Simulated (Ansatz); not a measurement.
Mo, DFT, LDA, PAW with Ansatz's default frozen-core files, scalar-relativistic (Ansatz 0.2.0), on 1 thread of Intel(R) Xeon(R) 6975P-C (Granite Rapids) (shared host).

Command: `ansatz run input.yaml --threads 1 --pin off --max-ram 3072MiB --backend cpu --events-out ev --progress --plain --runs-dir out`

```yaml
crystal:
  lattice:
    - [-1.57365, 1.57365, 1.57365]
    - [1.57365, -1.57365, 1.57365]
    - [1.57365, 1.57365, -1.57365]
  atoms:
    - { symbol: Mo, position: [0.0, 0.0, 0.0] }
kpoints:
  mp_grid: { grid: [23, 23, 23] }
scf:
  occupations: { method: fermi_dirac, width: 0.05 }
hamiltonian:
  xc: lda
  pseudopotentials: { kind: paw }
output:
  forces: true
  stress: true
  write_density: true
  write_potential: true
  elf: true
  volumetric_format: npy
relax:
  f_tol: 0.003
  max_steps: 80
  cell: {}
```

Task: How large is the problem that the program sets up?

Result: 364 irreducible k-points, 321 plane waves at Γ, 11 bands.

Task: About how long does it take?

Result: 7.6 s of wall time for 25 SCF iterations over 4 geometries. Times on shared machines scatter by tens of per cent.
